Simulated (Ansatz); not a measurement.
## Al-27 NMR of the central transition in Ca₄Al₆WO₁₆

Cell: a COD entry, its atoms then relaxed with PBE in this cell.

```cif
data_Ca4Al6WO16
_symmetry_space_group_name_H-M 'I-43m'
_symmetry_Int_Tables_number 217
_cell_length_a 9.2900
_cell_length_b 9.2900
_cell_length_c 9.2900
_cell_angle_alpha 90.000
_cell_angle_beta 90.000
_cell_angle_gamma 90.000
loop_
_atom_site_label
_atom_site_type_symbol
_atom_site_symmetry_multiplicity
_atom_site_Wyckoff_symbol
_atom_site_fract_x
_atom_site_fract_y
_atom_site_fract_z
Ca Ca 8 c 0.2467 0.2467 0.2467
Al Al 12 d 0.2500 0.5000 0.0000
W W 2 a 0.0000 0.0000 0.0000
O12 O 24 g 0.1517 0.4496 0.1517
O24 O 8 c 0.3891 0.3891 0.3891
```

One atom of each set is listed; the run and its k-mesh use a cell of 27 atoms with edges of 8.05, 8.05, 8.05 Å.

The numbers come from a DFT calculation in Ansatz (PBE, plane waves and PAW, scalar-relativistic, 420 eV cutoff, Γ-centred 4×4×4 k-points, Fermi–Dirac smearing 0.02 eV).

Al-27 has I = 5/2 and Q = 146.6 mb (Pyykkö 2018); at 9.4 T its Larmor frequency is ν₀ = 104.4 MHz. Only the quadrupole interaction is simulated: positions count from each site's isotropic chemical shift, and J coupling is left out, as are shift anisotropy and dipolar coupling, which fast spinning averages.

Simulated pattern of one Al site (fast magic-angle spinning, Gaussian broadening 0.08 kHz):

| offset (kHz) | height |
| --- | --- |
| -1.827 | 0 |
| -1.755 | 4 |
| -1.683 | 6 |
| -1.611 | 6 |
| -1.539 | 6 |
| -1.467 | 7 |
| -1.395 | 7 |
| -1.323 | 7 |
| -1.251 | 7 |
| -1.178 | 14 |
| -1.106 | 71 |
| -1.034 | 76 |
| -0.962 | 54 |
| -0.890 | 47 |
| -0.818 | 44 |
| -0.746 | 43 |
| -0.674 | 43 |
| -0.602 | 45 |
| -0.530 | 48 |
| -0.457 | 53 |
| -0.385 | 65 |
| -0.313 | 100 |
| -0.241 | 79 |
| -0.169 | 5 |

**Question.** Which |C_Q| and η does the pattern imply?

**Answer.** The pattern spans 1.51 kHz before broadening and its centre of gravity is at -0.706 kHz, which fixes P_Q; the places of the horns and steps fix η. That gives P_Q = 3.51 MHz, |C_Q| = 3.51 MHz and η = 0.00. The sign of C_Q can't be read from the pattern.

An axis of threefold or higher order runs through Al, so V_zz lies along it and η is zero.

At this cell the principal stresses reach 5 GPa in size with PBE, which can matter for small gradients. The database positions were far from equilibrium, so the relaxed structure may not be the compound's real one.

The relaxation (5 steps) took 90 s of wall time (90 s of CPU time) and 0.93 GiB at its peak, on 1 thread of Intel Xeon Platinum 8559C (Emerald Rapids) (x86_64; 48 cores open to the job, memory cap 3.0 GiB, no GPU), a shared host with a load of 0.5 a core.
